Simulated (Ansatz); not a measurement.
## GdZnGe

Method: PBEsol, scalar-relativistic; collinear spin; PAW, 420 eV, 8×8×8 k-mesh, Gaussian smearing of 0.05 eV; code Ansatz; PAW files: Ansatz's generated set soft_2.

```
CELL_PARAMETERS angstrom
4.14437 0.00000 0.00000
-2.07218 3.58913 0.00000
0.00000 0.00000 4.04689
ATOMIC_POSITIONS crystal
Gd 0.66667 0.33333 0.00000
Ge 0.33333 0.66667 0.50000
Zn 0.00000 0.00000 0.50000
```

The chain of runs began from a structure of the Materials Project database, expanded in volume; all values here are this work's own. Such entries can be computed or ordered models and not known phases.

Magnetic state: ferromagnetic, site spin moments Gd 7.03 μB.

Path: Γ–M–K–Γ–A–L–H–A | L–M | H–K, with Γ = (0.000, 0.000, 0.000), M = (0.500, 0.000, 0.000), K = (0.333, 0.333, 0.000), A = (0.000, 0.000, 0.500), L = (0.500, 0.000, 0.500), H = (0.333, 0.333, 0.500) in reciprocal vectors of the calculation's cell.

Problem. Is it a metal or an insulator, and if it has a gap, where are the band edges on this path?

Solution. A metal: bands cross the Fermi level.

Bands as a text map, energy in eV from the Fermi level (dashes), each leg drawn with the same width, + spin up, o spin down, # both:
```
  3.75 | #o#  ++++o o   +  ##    o     ++ +    + oo +o+     ++ +##+oo++ o  
  3.50 | +++oo##+ +o o    o#+ o   o ++++o      o++++   +#+    + +##++  #o  
  3.25 |   ++#+  + +o  + +o +    +o+ #   +    o ++ +o oo+      + +  ++ +oo 
  3.00 |+++     o + +oo   o#++   o    oo    oo +  +  +          o  +  + +oo
  2.75 |   ##+   o + +oooo++   o  +       oo  +     +o #  oo    +      ++ o
  2.50 |  o   ++    +o    ++  + o +o# # +o +++           #+ o   +++     ++ 
  2.25 |  +++   + o  ++o +      o+o+oo +o +          +# oo +   o         ++
  2.00 | o       +  o ++#+  o  # o++ ooo +             #     oo           +
  1.75 |o          o +  o    oo #o  o#+ +             + #o  +  +           
  1.50 | +        +oo  #+   +  #++oo++#+               +++   +             
  1.25 |o         o++oo  o   o#  +  ++                 o++    +           o
  1.00 |+ooo ooooo    o + ooo+  + ##o  o              o  o      ooo     ooo
  0.75 |ooooooooooo##oo#ooooooo#oooooo#oooooooooooooooooooooooooooooooooooo
  0.50 |oooooooooo#oo##oooooooooooooooooooooooooooooooo#oooooo ooooooooooo#
  0.25 |ooo       o      +oooo#ooo ++  #               o +    o         o+ 
  0.00 |oo-oo----#--------+-ooo---+-----o-------------#---------------oo+--
 -0.25 |++   o  o    o#    +++    ooo+  +            o  +o   ooo    oo +  #
 -0.50 |###++ oo+ oo#+ #o  ###   #   #   oo    oooooo+  #   o + oooo  +  # 
 -0.75 |   o##oooo++    +##    o#    o#  + oooo  ++ +   o oo + +#oo+++  #  
 -1.00 |ooo  +++++          oo#+          +++++++  +   #  +++  o ++    o   
 -1.25 |+++##+++           #++         o                      o++ +   o+   
 -1.50 | #   ooo            o         #+              o      o+ +#o  o+    
 -1.75 |        #         # +  #        o      ooooo  +#    o+ #o  oo+     
 -2.00 |                                +o oooo+++++ o    oo+ #    ++      
 -2.25 |  o      #                       +o++++     o+    ++o#             
 -2.50 |  +              # o    o      # o+##ooooooo+     ##+      o       
 -2.75 |          o        +    +            +++++++ o             +o      
 -3.00 |          +                      +           +#             +o     
        Γ      M      K      Γ      A      L      H      AL       MH      K
```

Without a U the 4f levels of Gd lie too near the Fermi level, so their share of the states there, and what hangs on it, is overstated. Scalar-relativistic only: spin–orbit splittings of the heavy atoms' levels are missing. The run wasn't fully tested for a lower electronic state. Site moments are of spin, integrated over atomic spheres. No antiparallel order was tried.
